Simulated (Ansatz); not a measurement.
Al3Pd2 (La2O3 or Ni2Al3 type, P-3m1) at seven volumes, DFT-LDA in the program Ansatz with PAW potentials, shape and atoms relaxed at each. One row is withheld.

```tsv
V (Å³/atom)	P (GPa)
14.002	17.35
14.464	10.58
14.925	4.85
15.387	0.00
15.849	-4.11
16.310	-7.57
16.772	?
```

### Question
Fit the shown pressures and predict the withheld one.

### Answer
Third-order Birch–Murnaghan: P = (3/2)B₀(x^(7/2) − x^(5/2))[1 + (3/4)(B′ − 4)(x − 1)] with x = (V₀/V)^(2/3). Least squares on the six rows gives V₀ = 15.387 Å³/atom, B₀ = 148.4 GPa, B′ = 4.54. At V = 16.772, x = 0.9442 and P = -10.52 GPa. The run itself gave -10.49 GPa.

The workflow started from a Materials Project entry (that database holds measured and hypothetical structures alike); the Crystallography Open Database copy checked does not list it. Its standing as an ambient phase is unchecked. Symmetry was held in the LDA relaxation; its stability against distortions is not shown here. The run is not spin-polarised.

Potentials: the later of the program's two PAW sets.
